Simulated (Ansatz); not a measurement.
The start is a relaxed TaSi2 cell, doubled along one cell vector, shaken by Gaussian noise of σ = 0.08 Å a coordinate. A full variable-cell relaxation at zero pressure is run with r2SCAN (plane waves to 500 eV, PAW, scalar-relativistic; Ansatz, a program for electronic structure). The first steps use a coarse 7×4×7 k-mesh.

Starting cell:
```
TaSi2
1.0
    2.34069     1.35140     2.50734
   -4.68138     2.70280     5.01468
    0.00000    -2.70280     2.50734
Si Ta
4 2
Direct
  0.34201   0.17517   0.33615
  0.32362   0.67532   0.34519
  0.67028   0.34365   0.66226
  0.61105   0.83741   0.62261
  0.02002   0.99739   0.00645
  0.97539   0.50592   0.98840
```

**Question.** Which atoms feel the largest initial force, and how large is it?

**Answer.** About 2.5 eV/Å, on Si3 (atoms numbered as listed).

**Question.** By how much does the energy per atom fall from start to end?

**Answer.** 0.80 eV/atom.

**Question.** How does the volume per atom move from start to end?

**Answer.** -8.6 %, from 15.86 to 14.50 Å³/atom.

**Question.** Is the parent structure recovered?

**Answer.** It does not go back: it reaches I4/mmm (No. 139), AFLOW prototype AB2_tI6_139_a_e (C11_b, as in Si2Mo), 0.73 eV/atom below the parent.

**Question.** Is the relaxed structure metallic? Give its gap.

**Answer.** No gap (metallic).

**Question.** Give the final cell and atomic positions.

**Answer.** 
Space group I4/mmm (No. 139); a = b = 3.2671 Å, c = 8.1519 Å, α = β = γ = 90.00°

| atom | site | symmetry | x | y | z |
|---|---|---|---|---|---|
| Si | 4e | 4mm | 0.0000 | 0.0000 | 0.3317 |
| Ta | 2a | 4/mmm | 0.0000 | 0.0000 | 0.0000 |
(The calculation used a cell of 3 atoms; values per cell refer to that cell.)

Final values are on a 20×20×20 k-mesh of the relaxed cell. No spin polarisation in the result. The relaxed primitive cell holds an odd number of electrons. A magnetic state may lie lower.

The relaxed structure here is a generated cell of TaSi2: the first start was made by a random draw of sites in a space group, and the end was not matched to a known phase here, so it may be hypothetical. Known forms of TaSi2 include space group No. 181.
